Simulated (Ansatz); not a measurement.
Au (fcc, Cu type)

```yaml
crystal:
  lattice:
    - [0.00000, 4.15718, 4.15718]
    - [2.07859, 0.00000, 2.07859]
    - [2.07859, 2.07859, 0.00000]
  atoms:
    - { symbol: Au, position: [0.00000, 0.00000, 0.00000] }
    - { symbol: Au, position: [0.50000, 0.00000, 0.00000] }
```

The atoms are displaced by Q × the pattern below (from a DFPT mode at L = (0.5, 0.0, 0.0), largest move 1; Q in Å), at fixed cell. (q is in reciprocal vectors of the primitive cell; the cell shown is doubled to hold the pattern.)

```tsv
atom	x	y	z
Au1	-0.577	0.577	0.577
Au2	0.577	-0.577	-0.577
```

Level of theory: PBE (plane waves to 420 eV, PAW, scalar-relativistic; Ansatz, an electronic-structure program). k mesh 19×19×19 (Γ-centred), Fermi-Dirac smearing 0.05 eV. E stands for the smeared free energy. With partly filled bands, energies and forces of such displacements shift with the k mesh and the smearing. Au was relaxed with its symmetry unable to fall. Spin-orbit coupling is left out, though Au is heavy. ΔE is measured from the undisplaced structure. The last digit holds for this mesh only.

| Q (Å) | ΔE (meV/cell) |
|---|---|
| -0.180 | 504.8 |
| -0.150 | withheld |
| -0.120 | 210.2 |
| -0.090 | 115.5 |
| -0.060 | 50.5 |
| -0.030 | 12.5 |
| 0.000 | 0.0 |
| 0.030 | 12.5 |
| 0.060 | 50.5 |
| 0.090 | 115.5 |
| 0.120 | 210.2 |
| 0.150 | withheld |
| 0.180 | 504.8 |

Q: Fit an even polynomial form (powers 2, 4) to the given rows and predict ΔE at Q = 0.150.

A: Least squares on the 11 given rows: ΔE = (13820)·Q² + (54450)·Q⁴, in meV/cell with Q in Å; root-mean-square residual 0.07 meV/cell. At 0.150 the fit gives 338.5 meV/cell; the calculation gives 338.4 meV/cell, so the interpolation is off by 0.1 (+0.0 %). The quadratic term alone would give 310.9 meV/cell.

(For displaced atoms, the force is minus the slope of the energy, and its curvature is a force constant, which sets phonon frequencies.)
